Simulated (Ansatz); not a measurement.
Here is the system:

Nb:
Space group Im-3m (No. 229); a = b = c = 3.309 Å, α = β = γ = 90.00°

```
atom  site  symmetry       x       y       z
----  ----  --------  ------  ------  ------
Nb      2a      m-3m  0.0000  0.0000  0.0000
```
(The calculation used a cell of 1 atom; values per cell refer to that cell.)

This is the PBE-relaxed structure.

### Question
All from PBE in the plane-wave PAW code Ansatz, unless another level is named. Estimate the density of states at the Fermi level.

### Answer
1.5 states/eV per atom (mean over ±0.08 eV).

### Question
Predict the gap with spin–orbit coupling.

### Answer
none (metallic).

Symmetry was held in the PBE relaxation. The run is not spin-polarised. Scalar-relativistic: spin–orbit coupling is off unless named, which matters more the heavier the elements.

Potentials: the earlier of the program's two PAW sets.
